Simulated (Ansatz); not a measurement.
Input and command of a calculation in Ansatz (plane waves; scalar-relativistic PAW potentials unless the input names others):

```yaml
crystal:
  lattice:
    - [3.456306689, 0.0, 0.0]
    - [-1.7281533445, 2.9932493959, 0.0]
    - [0.0, 0.0, 11.1229830327]
  atoms:
    - { symbol: Tl, position: [0.0, 0.0, 0.0] }
    - { symbol: Tl, position: [0.3333333333, 0.6666666667, 0.25] }
    - { symbol: Tl, position: [0.0, 0.0, 0.5] }
    - { symbol: Tl, position: [0.6666666667, 0.3333333333, 0.75] }
basis:
  ecutwfc: 420
kpoints:
  mp_grid: { grid: [18, 18, 6] }
hamiltonian:
  xc: revpbe
  dispersion: d3bj
scf:
  occupations: { method: gaussian, width: 0.1 }
output:
  forces: true
  eigenvalues: true
  stress: true
magnetization:
  spin_polarized: true
```

```bash
ansatz run input.yaml --threads 1 --pin off --max-ram 2560MiB --backend cpu --events-out ev --progress --plain --runs-dir out
```

Abridged log:
```
Basis set: ecut = 420 eV, 2239 PW (Γ), exchange–correlation on 48×48×150 points (8 copies of the dense FFT grid, shifted against one another)
Bands: 32, of which v1, the nominal top of the filled ones, is band 26 counted from 1 (25 counted from 0)
Symmetry: 24 space group operations
k-points: 148 of 1944
SCF iter   1: F=—  HF=-45819.323952 eV  |F-HF|=—  |Δ(HF+E_count)|=         —  Δρ=1.41e-2 (↑1.39e-2 ↓1.41e-2) dr2=1.85e-1  dr2_m=1.78e-1  M=2.947 μB ∫|m|=2.947 μB  ethr=4.31e-4  ⟨swp⟩=1.0  Hψ=26314  notcnv=0
Mixer restart at iter 1: flushing history
SCF iter   2: F=—  HF=-45821.066547 eV  |F-HF|=—  |Δ(HF+E_count)|=         —  Δρ=1.23e-2 (↑1.23e-2 ↓1.02e-2) dr2=2.07e-1  dr2_m=1.01e-1  M=0.794 μB ∫|m|=0.884 μB  β_m=0.30  ethr=3.55e-4  ⟨swp⟩=3.7  Hψ=24713  notcnv=0  defer=33
spin=Collinear: Kerker preconditioning applied to the charge; magnetization (m = ρ↑ − ρ↓) channel mixes plain (no charge-response kernel on spin).
SCF iter   3: F=—  HF=-45821.172881 eV  |F-HF|=—  |Δ(HF+E_count)|=   1.06e-1  Δρ=9.08e-3 (↑9.08e-3 ↓8.07e-3) dr2=1.13e-1  dr2_m=5.93e-2  M=0.626 μB ∫|m|=0.699 μB  β_m=0.65  ethr=3.55e-4  ⟨swp⟩=1.7  Hψ=14315  notcnv=0  defer=147
SCF iter   4: F=—  HF=-45821.380157 eV  |F-HF|=—  |Δ(HF+E_count)|=   2.07e-1  Δρ=1.65e-3 (↑1.65e-3 ↓1.63e-3) dr2=4.36e-3  dr2_m=1.55e-3  M=0.128 μB ∫|m|=0.141 μB  β_m=0.82  ethr=2.17e-4  ⟨swp⟩=2.5  Hψ=18561  notcnv=0  defer=160
Mixer restart at iter 4: flushing history
SCF iter   5: F=—  HF=-45821.390427 eV  |F-HF|=—  |Δ(HF+E_count)|=         —  Δρ=2.05e-4 (↑2.05e-4 ↓2.05e-4) dr2=2.23e-4  dr2_m=0.00e0  M=0.000 μB ∫|m|=0.000 μB  β_m=0.82  ethr=8.39e-6  ⟨swp⟩=5.9  Hψ=14916  notcnv=0  defer=12
SCF iter   6: F=—  HF=-45821.390545 eV  |F-HF|=—  |Δ(HF+E_count)|=   1.18e-4  Δρ=1.05e-4 (↑1.05e-4 ↓1.05e-4) dr2=6.32e-5  dr2_m=0.00e0  M=0.000 μB ∫|m|=0.000 μB  β_m=0.91  ethr=4.29e-7  ⟨swp⟩=2.0  Hψ=6355  notcnv=0  defer=13
SCF iter   7: F=—  HF=-45821.390581 eV  |F-HF|=—  |Δ(HF+E_count)|=   3.57e-5  Δρ=8.43e-6 (↑8.43e-6 ↓8.43e-6) dr2=6.10e-7  dr2_m=0.00e0  M=0.000 μB ∫|m|=0.000 μB  β_m=0.96  ethr=1.22e-7  ⟨swp⟩=3.0  Hψ=8563  notcnv=0  defer=13
SCF iter   8: F=-45821.390581 eV  HF=-45821.390581 eV  |F-HF|=1.66e-8  |Δ(HF+E_count)|=   2.36e-7  Δρ=3.26e-6 (↑3.26e-6 ↓3.26e-6) dr2=7.29e-8  dr2_m=0.00e0  M=0.000 μB ∫|m|=0.000 μB  ethr=1.92e-10  ⟨swp⟩=7.1  Hψ=19187  notcnv=0
SCF 1 converged in 8 iterations: F = -45821.390581 eV  dr2 = 7.29e-8
SCF converged after 8 iterations
Magnetization: 0.0000 μB (26.0000 up, 26.0000 down)
Absolute magnetization: 0.0000 μB (∫|ρ↑−ρ↓|)
Spin contamination: 0.0000 ħ² per cell (⟨S²⟩ above its minimum at these occupations)
Per-site moments (μB) at R_I (Å): [(0.0, 1.41184508), (0.0, 1.41184508), (0.0, 1.41184508), (0.0, 1.41184508)]
Free energy (F): -45821.390581 eV
Harris-Foulkes:  -45821.390581 eV  (|F-HF|=1.66e-8)
Internal energy: -45821.379093 eV  (E = F + TS)
E sigma→0 (E₀):  -45821.384837 eV
Entropy (-TS):   -0.011489 eV (-2.872 meV/atom)
Fermi energy:    10.406068 eV
  E_disp       = -2.407916  (pairwise vdW)
--- Forces (eV/Å), atoms counted from 1 ---
  atom   1  Tl     0.00000000     0.00000000     0.00000000
  atom   2  Tl     0.00000000     0.00000000     0.00000000
  atom   3  Tl     0.00000000     0.00000000     0.00000000
  atom   4  Tl     0.00000000     0.00000000     0.00000000
--- Stress (GPa, compression-positive) ---
        0.417525       0.000000       0.000000
        0.000000       0.417525       0.000000
        0.000000       0.000000       0.805446
  P = ⅓ Tr σ = 0.5468 GPa (5.468 kbar)
```

Apart from outputs and empty bands, the input differs from a reference run on usual settings in magnetization: not typed → {"spin_polarized": true}; hamiltonian.xc: "pbe" → "revpbe". The reference, at the same geometry (not necessarily relaxed), gave pressure 0.73 GPa, largest force 0.000 eV/Å, no gap on the mesh. This run converged in 8 SCF iterations (reference: 6) with a total energy on another zero, pressure 0.55 GPa, largest force 0.000 eV/Å, no gap on the mesh.

It took 28 s on 1 thread of Intel(R) Xeon(R) 6975P-C (Granite Rapids) (shared host), peak memory 0.89 GiB.